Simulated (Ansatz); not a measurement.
Total density of states per atom from PBE in the plane-wave PAW code Ansatz, in 0.25 eV bins, energy from the valence-band maximum:

```
E (eV) | states/eV/atom
    -7.86 |  0.00
    -7.61 |  0.00
    -7.36 |  0.00
    -7.11 |  0.00
    -6.86 | # 0.03
    -6.61 | #### 0.10
    -6.36 | ######### 0.26
    -6.11 | ################## 0.52
    -5.86 | ################ 0.45
    -5.61 | ############## 0.39
    -5.36 | ############### 0.43
    -5.11 | ############# 0.38
    -4.86 | ############ 0.35
    -4.61 | ######### 0.26
    -4.36 | ########### 0.30
    -4.11 | ########### 0.32
    -3.86 | ############# 0.37
    -3.61 | ############## 0.38
    -3.36 | ############# 0.38
    -3.11 | ############ 0.34
    -2.86 | ############ 0.33
    -2.61 | ################### 0.53
    -2.36 | ########################## 0.73
    -2.11 | ######################## 0.68
    -1.86 | ##################### 0.58
    -1.61 | ############################ 0.78
    -1.36 | ######################### 0.71
    -1.11 | ############################## 0.85
    -0.86 | ######################## 0.68
    -0.61 | ################ 0.46
    -0.36 | ########## 0.29
    -0.11 | #### 0.11
     0.14 |  0.00
     0.39 |  0.00
     0.64 |  0.00
     0.89 |  0.00
     1.14 |  0.00
     1.39 |  0.00
     1.64 |  0.00
     1.89 |  0.00
     2.14 |  0.00
     2.39 |  0.01
     2.64 | # 0.01
     2.89 | # 0.02
     3.14 | # 0.03
     3.39 | # 0.04
     3.64 | ## 0.06
     3.89 | ### 0.08
     4.14 | ###### 0.16
     4.39 | ########### 0.32
     4.64 | ############ 0.33
     4.89 | ############ 0.35
     5.14 | ############## 0.39
     5.39 | ################### 0.54
     5.64 | #################### 0.56
     5.89 | ############## 0.39
     6.14 | ########### 0.31
     6.39 | ############ 0.34
```

Question: Which of these materials gives this?
A) GaAs, CsCl type
B) GaSb, rock salt
C) GaN, P4_2/mnm (Ga on 4g, N on 4f)
D) GaAs, rock salt

Answer: C, GaN, P4_2/mnm (Ga on 4g, N on 4f). Top 1 eV of the valence band: N 2p 88 %, Ga 4p 8 %. Bottom 1 eV of the conduction band: N 2s 36 %, Ga 4s 36 %, N 2p 17 %, Ga 4p 9 %. Projections are on Löwdin-orthogonalised atomic valence shells; empty p or d shells of many metals are not among them.

The start of the workflow was typed in or built on a structure type; neither database checked (COD, Materials Project) lists it. It is not the phase usual at ambient conditions (space group No. 186, 216). Symmetry was held in the PBE relaxation; whether a distortion lowers the energy is not shown. Scalar-relativistic: spin–orbit coupling is off unless named, which matters more the heavier the elements.

Potentials: the later of the program's two PAW sets.
